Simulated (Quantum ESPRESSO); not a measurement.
LiO2H3 is taken in the triclinic space group P-1 (No. 2), Pearson symbol aP12. Conventional cell: a = 3.1279 Å, b = 5.5011 Å, c = 5.5089 Å, α = 96.15°, β = 103.63°, γ = 103.24°. H1 on 2i sees 1 O at 1.007 Å. H2 on 2i has 1 O at 1.008 Å. H3 on 2i is coordinated by 1 O at 0.970 Å. Li on 2i is coordinated by 4 O at 1.942–1.949 Å (tetrahedral). O1 on 2i is coordinated by 2 H at 1.007 Å and 2 Li at 1.942–1.946 Å (tetrahedral). O2 on 2i sees 1 H at 0.970 Å and 2 Li at 1.947–1.949 Å (trigonal pyramidal). (Neighbours: up to the widest gap in distance over summed covalent radii, below 1.35, at either atom; cation-cation contacts left out.)

The geometry is that of Materials Project entry mp-27281, symmetrised and not relaxed again.

Task: What does norm-conserving LDA (Quantum ESPRESSO, 84 Ry, scalar-relativistic) give for the electronic structure near the Fermi level?

Result: The LDA gap is indirect, 4.78 eV, from N to Γ; the smallest direct gap is 4.99 eV. 

The structure is a Materials Project entry; no match was found in the copy of COD used, and its stability was not checked.

The distance between layers or molecules is the database entry's, not relaxed here. Functionals without dispersion can leave it too large, which widens gaps and weakens the response across layers: the numbers belong to this cell.
